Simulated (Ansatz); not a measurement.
Name crystals whose computed values (the program Ansatz at the PBEsol level (PAW)) fall in these windows: gap (eV) 1.8 to 2.2; Θ_D (K) 630 to 840.



| crystal | gap (eV) | Θ_D (K) |
|---|---|---|
| CaTiO3, cubic perovskite | 1.89 | 777 |
| Ge3N4, Fd-3m (Ge on 16c, Ge on 8b, N on 32e) | 2.12 | 774 |
| SrTiO3, cubic perovskite | 1.85 | 692 |
Others may fit too.

Standing as an ambient phase not checked: CaTiO3, cubic perovskite. All cells were relaxed under the symmetry of their starts (and spin orders); stability against distortions was not tested throughout. Rows with no word on spin ran without spin polarisation. Spin–orbit coupling is left out wherever it is not named.

Potentials: the later of the program's two PAW sets.
